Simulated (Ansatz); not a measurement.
Surface calculation: rocksalt TePb (100), 3 layers

The slab is cut from the rocksalt crystal, which needn't be the stable phase, as relaxed on PAW files (35.40 Å³/atom), with 16 Å of vacuum and a dipole correction:

```yaml
crystal:
  lattice:
    - [4.64367, 0.00000, 0.00000]
    - [0.00000, 4.64367, 0.00000]
    - [0.00000, 0.00000, 22.56710]
  atoms:
    - { symbol: Pb, position: [0.25000, 0.25000, 0.35450] }
    - { symbol: Te, position: [0.75000, 0.75000, 0.35450] }
    - { symbol: Pb, position: [0.75000, 0.75000, 0.50000] }
    - { symbol: Te, position: [0.25000, 0.25000, 0.50000] }
    - { symbol: Pb, position: [0.25000, 0.25000, 0.64550] }
    - { symbol: Te, position: [0.75000, 0.75000, 0.64550] }
```

All numbers are PBE results (scalar-relativistic) from Ansatz 0.2.0, with a Γ-centred 6×6×1 k mesh, Fermi–Dirac smearing of 0.02 eV, no spin polarisation. Methods: LAPW: all electrons, basis error target 1 meV/atom; PAW: frozen-core files, cutoff 420 eV.

The bulk energy comes from a cell in the slab's orientation on a 6×6×4 mesh. The surface energy is (E(slab) − N·E(bulk))/2A at zero smearing, the mean of both faces; thin slabs carry quantum-size effects.

Spin–orbit coupling is left out, which matters for the heavy atoms.

Problem. As cut, the LAPW slab lies 0.588 eV above 6 atoms of bulk. What surface energy is that?

Solution. Over two faces of 21.56 Å² it is 13.6 meV/Å², and times 16.02 J/m² per eV/Å² that gives γ = 0.218 J/m².

| method | γ as cut (J/m²) | γ relaxed (J/m²) |
| --- | --- | --- |
| LAPW | 0.218 | 0.194 |
| PAW | 0.219 | 0.194 |

Problem. How do the spacings between the planes relax?

Solution. From the bottom face up: d12 -2.8 % of 3.284 Å, d23 -2.8 % of 3.284 Å. The outer plane rumples by 0.121 Å.

Problem. Where do the band edges lie?

Solution. On the k mesh: gap 0.89 eV, valence top 4.61 eV below the vacuum level.
